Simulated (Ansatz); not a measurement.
TiS₂ (CdI2 type)

```yaml
crystal:
  lattice:
    - [3.36059, 0.00000, 0.00000]
    - [-1.68029, 2.91036, 0.00000]
    - [0.00000, 0.00000, 5.52244]
  atoms:
    - { symbol: Ti, position: [0.00000, 0.00000, 0.00000] }
    - { symbol: S, position: [0.33333, 0.66667, 0.25857] }
    - { symbol: S, position: [0.66667, 0.33333, 0.74143] }
```

Grid over V/V₀ and (c/a)/(c/a)₀, subscript 0 meaning the relaxed cell; the conventional c axis lies along z; no internal relaxation.

The numbers are results of PBE-D3(BJ) (plane waves to 420 eV, PAW, scalar-relativistic; Ansatz, a quantum-chemistry and plane-wave program), not measurements. k mesh 16×16×9 (Γ-centred), Fermi-Dirac smearing 0.05 eV. The energy includes the smearing's −TS. As the atoms are clamped, bonds stretch with the cell, which overstates energies and stresses. With partly filled bands, the response to shear is sensitive to the k mesh, so small differences along c/a are uncertain. At this level the bands of TiS2 touch or barely overlap. TiS2 is run without spin polarisation. TiS2 was relaxed with its symmetry unable to fall. ΔE is measured from the relaxed starting cell.

**Question.** Predict the ΔE (meV/atom) at all points of the grid V/V₀ = 0.920, 0.947, 0.973, 1.000, 1.027, 1.053, 1.080 by (c/a)/(c/a)₀ = 0.920, 0.947, 0.973, 1.000, 1.027, 1.053, 1.080.

**Answer.** ΔE (meV/atom), with V/V₀ across and (c/a)/(c/a)₀ down:

```csv
(c/a)/(c/a)₀ \ V/V₀,0.920,0.947,0.973,1.000,1.027,1.053,1.080
0.920,69,44,29,25,29,40,58
0.947,55,30,15,11,15,26,44
0.973,47,21,7,3,7,18,36
1.000,44,19,4,0,4,16,34
1.027,46,21,7,3,7,18,36
1.053,53,28,14,10,14,26,44
1.080,64,39,26,22,26,38,56
```

(A scan under strain: stresses follow from slopes of the energy per volume, elastic moduli from its curvatures.)
